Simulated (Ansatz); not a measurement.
# Surface calculation: bcc Cs (110), 5 layers

The slab is cut from the bcc crystal, the stable phase, as relaxed on PAW files (116.55 Å³/atom), with 20 Å of vacuum and a dipole correction:

```
CELL_PARAMETERS angstrom
5.32979 0.00000 0.00000
-1.77660 5.02497 0.00000
0.00000 0.00000 37.40700
ATOMIC_POSITIONS crystal
Cs 0.00000 0.00000 0.26733
Cs 0.50000 0.50000 0.38366
Cs 0.00000 0.00000 0.50000
Cs 0.50000 0.50000 0.61634
Cs 0.00000 0.00000 0.73267
```

Computed with Ansatz 0.2.0; functional PBE, scalar-relativistic. Settings: a Γ-centred 7×7×1 k mesh, Fermi–Dirac smearing of 0.08 eV, no spin polarisation. Methods: LAPW: all electrons, basis error target 1 meV/atom; PAW: frozen-core files, cutoff 420 eV.

The bulk energy comes from a cell in the slab's orientation on a 7×7×5 mesh. The surface energy is (E(slab) − N·E(bulk))/2A at zero smearing, the mean of both faces; thin slabs carry quantum-size effects.

Spin–orbit coupling is left out, which matters for the heavy atoms. The cell is 1×1, so reconstructions are forbidden, and in slabs of four or five layers the relaxations can be far larger than at a real surface.

Task: As cut, the LAPW slab lies 0.214 eV above 5 atoms of bulk. What surface energy is that?

Result: Over two faces of 26.78 Å² it is 4.0 meV/Å², and times 16.02 J/m² per eV/Å² that gives γ = 0.064 J/m².

| method | γ as cut (J/m²) | γ relaxed (J/m²) | Φ as cut (eV) | Φ relaxed (eV) |
| --- | --- | --- | --- | --- |
| LAPW | 0.064 | 0.064 | 2.09 | 2.09 |

Task: How do the spacings between the planes relax?

Result: From the bottom face up: d12 0.0 % of 4.352 Å, d23 0.0 % of 4.352 Å, d34 0.0 % of 4.352 Å, d45 0.0 % of 4.352 Å.

Task: What changes if the vacuum is set to 7 Å?

Result: LAPW then gives: no gap, work function -0.43 (top) and 1.35 (bottom) eV; PAW: no gap, work function 1.21 eV. The program warns that the vacuum is too thin.

Task: A 3d core hole is made on one atom of each kind in every 1×1 cell (PAW hole dataset, neutral cell, valence without spin). What does it cost by layer?

Result: layer 1 726.16 eV, layer 2 725.97 eV, layer 3 725.98 eV. Shifts between layers mean more than the absolute values, and a whole layer of holes screens otherwise than one hole.
